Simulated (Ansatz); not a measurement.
Values for one crystal, relaxed and computed with the program Ansatz at the PBEsol level (PAW); other levels are named.

* **Volume per atom**: 16.48 Å³
* **Electronic character**: metallic (no gap)
* **Hill bulk and shear moduli**: 101 and 36.9 GPa
* **Young's modulus**: 98.8 GPa
* **Poisson's ratio**: 0.34
* **Elastic constants (relaxed ions, GPa)**: C11 = 144, C12 = 90.9, C13 = 24.8, C33 = 374, C44 = 11.3, C66 = 67.3
* **Highest zone-centre frequency**: 205.4 meV

Question: Pick the material that matches.
A. LiC6, Cmmm (C on 4i, C on 4i, C on 4i, Li on 2c)
B. AlCr2C, P6_3/mmc (Al on 2d, Cr on 4f, C on 2a)
C. LaC2, MoSi2 or CaC2 type
D. Ti2C, Fd-3m (Ti on 32e, C on 16d)

Answer: C, LaC2, MoSi2 or CaC2 type

Space group I4/mmm (MoSi2 or CaC2 type). The workflow started from a Materials Project entry (that database holds measured and hypothetical structures alike); the Crystallography Open Database files this formula in space group No. 139, but the cells were not matched. Whether it is the stable phase at ambient conditions was not checked. The cell was relaxed with PBEsol under the symmetry of its start; its stability against distortions is not shown here. As this level gives no gap, shear constants depend on the k-mesh and smearing (Fermi–Dirac, 0.1 eV here). Spin–orbit coupling is left out wherever it is not named.

Potentials: the later of the program's two PAW sets.
